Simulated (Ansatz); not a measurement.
A geometry of CdIn$_{2}$O$_{4}$ away from equilibrium: step 29 of the relaxation of a relaxed CdIn2O4 cell shaken by Gaussian noise of σ = 0.08 Å a coordinate. Level of theory: r2SCAN (plane waves to 500 eV, PAW, scalar-relativistic; Ansatz, a first-principles code). Γ-centred k-mesh 5×5×5 on the run's cell (coarser than for final values), Fermi–Dirac smearing 0.05 eV.

```
CdIn2O4
1.0
    3.61449     1.49459     4.07699
   -1.84081     1.61416     2.26503
    0.99039    -3.98845     3.67043
Cd In O
1 2 4
Direct
  0.93182   0.95275   0.10132
  0.29645   0.26967   0.42254
  0.68245   0.59188   0.74087
  0.54691   0.65379   0.44108
  0.50813   0.16729   0.99408
  0.02229   0.41095   0.83324
  0.01024   0.90590   0.44391
```

### Question
Which atoms carry the largest force, and which way does it point?

### Answer
0.05 eV/Å, on O6 (atoms numbered as listed); on O6 its components are (0.04, 0.00, 0.03).

### Question
What is the pressure?

### Answer
+2.6 GPa, compression positive.

### Question
How far above the relaxed end point is this geometry?

### Answer
0.02 eV/atom; the path ends in Imm2 (No. 44).

No spin polarisation in the result.

The end of the path is a generated cell of CdIn2O4: the first start was made by a random draw of sites in a space group, and the end was not matched to a known phase here, so it may be hypothetical.
